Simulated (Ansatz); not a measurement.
Hf (Im-3m); total moment held at 0.4 μB.

```xyz
1
Lattice="-1.8050 1.8050 1.8050 1.8050 -1.8050 1.8050 1.8050 1.8050 -1.8050" Properties=species:S:1:pos:R:3 pbc="T T T"
Hf    0.0000    0.0000    0.0000
```

Geometry: a structure as deposited in COD; nothing is relaxed.

Functional, mesh and filling: PBEsol, 13×13×13 k mesh, Fermi–Dirac smearing of 0.05 eV. PAW means Ansatz 0.2.0 on its default frozen-core files. Site moments are integrated in spheres about the atoms. Start moments (μB): Hf 0.4.

Iteration by iteration:

| iteration | Harris–Foulkes energy less the last (meV) | density residual (eV) | M (μB) | ∫|m| (μB) |
| --- | --- | --- | --- | --- |
| 1 | -93.073 | 3.2e-01 | 0.4000 | 0.4000 |
| 2 | -60.164 | 1.9e-01 | 0.4000 | 0.4000 |
| 3 | -28.122 | 2.9e-02 | 0.4000 | 0.4000 |
| 4 | 0.285 | 4.6e-03 | 0.4000 | 0.4000 |
| 5 | -0.131 | 2.2e-04 | 0.4000 | 0.4000 |
| 6 | 0.003 | 4.2e-06 | 0.4000 | 0.4000 |
| 7 | 0.000 | 4.0e-07 | 0.4000 | 0.4000 |
| 8 | 0.000 | 6.3e-09 | 0.4000 | 0.4000 |
| 9 | 0.000 | 4.1e-10 | 0.4000 | 0.4000 |

Site moments (μB): Hf 0.24. Cell moment 0.40 μB.

The PAW files were made with PBE; the program remakes their cores once for the run's functional and then keeps them frozen. The Ansatz runs typed with the search for lower states off end where their start leads. Spin–orbit coupling is left out although heavy atoms are present. None of this fixes the real material's magnetic order: only patterns that fit the cell were computed, at zero temperature, with a functional that can overstate moments.
